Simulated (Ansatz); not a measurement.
A geometry of W away from equilibrium: step 5 of the relaxation of a generated trial cell of W in the AFLOW prototype A_cI16_220_c (as in Li). All values below come from PBE (plane waves to 420 eV, PAW, scalar-relativistic; Ansatz, a first-principles code). Γ-centred k-mesh 7×7×7 on the run's cell (coarser than for final values), Fermi–Dirac smearing 0.05 eV. The plane waves were selected for a different cell earlier on the path.

```
W
1.0
   -3.13478     3.13478     3.13478
    3.13478    -3.13478     3.13478
    3.13478     3.13478    -3.13478
W
8
Direct
  0.49567   0.49567   0.49567
  0.50000   0.00000   0.00433
  0.00000   0.00433   0.50000
  0.00433   0.50000   0.00000
  0.99567   0.99567   0.99567
  0.50000   0.00000   0.50433
  0.00000   0.50433   0.50000
  0.50433   0.50000   0.00000
```

Problem. What forces act on the atoms (eV/Å)?

Solution. 
```csv
atom,Fx,Fy,Fz
W1,0.20,0.20,0.20
W2,-0.20,-0.20,0.20
W3,-0.20,0.20,-0.20
W4,0.20,-0.20,-0.20
W5,0.20,0.20,0.20
W6,-0.20,-0.20,0.20
W7,-0.20,0.20,-0.20
W8,0.20,-0.20,-0.20
```

The path ends in Im-3m (No. 229) (bcc (W type)). No spin polarisation in the result.

The run could not lose the symmetry of its start.
